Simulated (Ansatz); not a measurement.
Given:

KCl (rock salt), conventional cell a = 6.3812 Å, b = 6.3812 Å, c = 6.3812 Å, α = 90.00°, β = 90.00°, γ = 90.00°. The calculation uses the primitive cell of 2 atoms, to which meshes and values per cell refer.

Equation-of-state scan: isotropic scaling of the cell above, V₀ being its volume. Symmetry pins the atoms to their sites.

These are PBE (plane waves to 420 eV, PAW, scalar-relativistic; Ansatz, an electronic-structure program) values and carry that method's errors. k mesh 9×9×9 (Γ-centred), Fermi-Dirac smearing 0.05 eV. Energies are smeared free energies. Stress and pressure are positive under compression. KCl was relaxed with its symmetry unable to fall. ΔE is measured from the relaxed starting cell.

The scan covers V/V₀ from 0.900 to 1.100 in 9 points.

Question: What bulk modulus B₀ follows from a third-order Birch-Murnaghan fit?

Answer: 16.3 GPa.

Question: What is the fitted pressure derivative B₀′?

Answer: 4.8.

(Under strain, the slope of the energy per volume gives the stress and its curvature an elastic modulus.)
